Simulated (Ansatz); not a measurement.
ScNiN2 (R-3m), relaxed with PBE (Ansatz, a quantum-chemistry and plane-wave program, plane waves, PAW): a = 3.3301 Å, b = 3.3301 Å, c = 16.7616 Å, α = 90.00°, β = 90.00°, γ = 120.00°.

- ΔH_f (eV/atom) = -0.21
- spin order, net moment (μB/atom) = ferromagnetic; net 0.47

Question: The same phase is relaxed and computed with r²SCAN in the same code. What are the cell and these values now?

Answer: a = 3.2930 Å, b = 3.2930 Å, c = 16.9022 Å, α = 90.00°, β = 90.00°, γ = 120.00°.

* **ΔH_f (eV/atom)**: -0.39
* **spin order, net moment (μB/atom)**: ferromagnetic; net 0.68

Spin orders computed, not proven ground states: ScNiN2, R-3m (Sc on 3b, Ni on 3a, N on 6c) with PBE ferromagnetic; ScNiN2, R-3m (Sc on 3b, Ni on 3a, N on 6c) with r²SCAN ferromagnetic. Typed or built starts, not in the databases checked: ScNiN2, R-3m (Sc on 3b, Ni on 3a, N on 6c). All cells were relaxed under the symmetry of their starts (and spin orders); stability against distortions was not tested throughout.

Potentials: the later of the program's two PAW sets.

Ansatz is a plane-wave DFT program.

Formation energies count from the lowest solids of the elements computed at the same level, not from gases.
